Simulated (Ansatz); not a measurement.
## Energy and pressure of CoSn3 against volume, without spin

Computed with DFT r2SCAN, scalar-relativistic, plane waves, PAW in Ansatz 0.2.0.

```yaml
crystal:
  lattice:
    - [4.49357, 0.00000, 0.00000]
    - [0.00000, 4.49357, 0.00000]
    - [0.00000, 0.00000, 4.49357]
  atoms:
    - { symbol: Sn, position: [0.00000, 0.50000, 0.50000] }
    - { symbol: Sn, position: [0.50000, 0.00000, 0.50000] }
    - { symbol: Sn, position: [0.50000, 0.50000, 0.00000] }
    - { symbol: Co, position: [0.00000, 0.00000, 0.00000] }
```

The plane-wave cutoff is 500 eV and the Γ-centred k-mesh is 10×10×10. The occupation rule is Gaussian smearing, 0.1 eV. The spin treatment is unpolarised.

The cell is scaled evenly at fixed fractional positions, V₀ being the volume of the cell shown; start: no spin polarisation. Energies are extrapolated to zero smearing. A spin-polarised state can lie lower, at larger volumes above all.

| V/V₀ | E above lowest (meV/atom) | P (GPa) |
| --- | --- | --- |
| 0.800 | 149.8 | 17.9 |
| 0.860 | ? | ? |
| 0.920 | 0.5 | 1.8 |
| 0.960 | 0.0 | -1.4 |
| 1.000 | ? | ? |
| 1.040 | 42.4 | -5.7 |
| 1.100 | 100.7 | -7.8 |
| 1.180 | 201.0 | -9.6 |

Task: Fill in the withheld rows.

Result: The withheld rows:

| V/V₀ | E above lowest (meV/atom) | P (GPa) |
| --- | --- | --- |
| 0.860 | 41.3 | 8.3 |
| 1.000 | 15.2 | -3.8 |

Cost: 8 runs of about 7.1 core-minutes in all, on Intel Xeon Processor @ 2.50GHz (Skylake/Cascade Lake) (shared hosts).